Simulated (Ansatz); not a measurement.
SrVO3:
```cif
data_O3SrV
_chemical_formula_sum 'Sr1 V1 O3'
_space_group_name_H-M_alt 'P 1'
_space_group_IT_number 1
_cell_length_a 3.84044
_cell_length_b 3.84044
_cell_length_c 3.84044
_cell_angle_alpha 90.000
_cell_angle_beta 90.000
_cell_angle_gamma 90.000
loop_
_space_group_symop_operation_xyz
  'x, y, z'
loop_
_atom_site_label
_atom_site_type_symbol
_atom_site_fract_x
_atom_site_fract_y
_atom_site_fract_z
_atom_site_occupancy
Sr1 Sr 0.50000 0.50000 0.50000 1
V1 V 0.00000 0.00000 0.00000 1
O1 O 0.00000 0.00000 0.50000 1
O2 O 0.50000 0.00000 0.00000 1
O3 O 0.00000 0.50000 0.00000 1
```
Starting moments (μB, in the order of the atoms Sr V O O O): 0.0 1.1 0.0 0.0 0.0.

Relaxed with r²SCAN.

Question: Tabulate the valence density and the electron localisation function along the shortest Sr–V contact (3.33 Å), r²SCAN (plane waves, PAW; program Ansatz).

Answer: 

| distance from Sr (Å) | density (e/Å³) | ELF |
|---|---|---|
| 0.33 | 2.48 | 0.40 |
| 0.50 | 2.71 | 0.76 |
| 0.67 | 2.07 | 0.86 |
| 0.83 | 1.19 | 0.85 |
| 1.00 | 0.57 | 0.72 |
| 1.16 | 0.26 | 0.31 |
| 1.33 | 0.13 | 0.06 |
| 1.50 | 0.09 | 0.03 |
| 1.66 | 0.09 | 0.04 |
| 1.83 | 0.10 | 0.05 |
| 2.00 | 0.13 | 0.06 |
| 2.16 | 0.18 | 0.06 |
| 2.33 | 0.31 | 0.09 |
| 2.49 | 0.81 | 0.28 |
| 2.66 | 2.44 | 0.61 |
| 2.83 | 5.88 | 0.76 |
| 2.99 | 10.63 | 0.77 |

The density is the valence pseudo-density with augmentation charge, so density and ELF within about 1 Å of a nucleus are not all-electron values.

Space group Pm-3m (cubic perovskite). Symmetry was held in the r²SCAN relaxation. The final state is ferromagnetic, chosen from 5 collinear starts compared on coarse meshes (ties went to the first, and starts can fall back to one state), not a proven ground state. Other orbital occupations within this spin state were not tried. No Hubbard U is applied.

Potentials: the later of the program's two PAW sets.
